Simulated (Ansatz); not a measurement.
# Structures of CaTl2H2: which is lowest?

Plane-wave DFT in Ansatz with scalar-relativistic PAW potentials, cutoff 420 eV, Γ-centred meshes chosen by cell and gap, Gaussian smearing with energies taken to zero width. Every cell was relaxed (cell and atoms) in a run of its own, within the symmetry of its start. Functional: PBE.

Relaxed structures (starts from databases or built by putting these elements on another compound's sites):
A. P-3m1, 5 atoms in the computed cell, a = 4.381 Å, c = 7.101 Å; sites (symmetry × multiplicity) Ca -3m. × 1, Tl 3m. × 2, H 3m. × 2; start: built
B. I4/mmm, 5 atoms in the computed cell, a = 4.491 Å, c = 10.937 Å; sites (symmetry × multiplicity) Ca 4/mmm × 2, Tl -4m2 × 4, H 4mm × 4; start: built

Q: Rank them by energy. Could pressure change the order?

A:
```csv
structure,group,E − E(lowest) (meV/atom),V (Å³/atom),gap on mesh (eV)
B,I4/mmm,0.0,22.06,0.00
A,P-3m1,138,23.60,0.00
```

B is lowest, 138 meV/atom under A. The lowest is also the densest of these, so pressure wouldn't bring one of the others in at first order. Other structures may lie lower than all of these, and vibrations aren't counted.

Spin-orbit coupling is left out, which matters for the bands of heavy elements. For Tl, Pb and Bi spin-orbit coupling shifts energies too.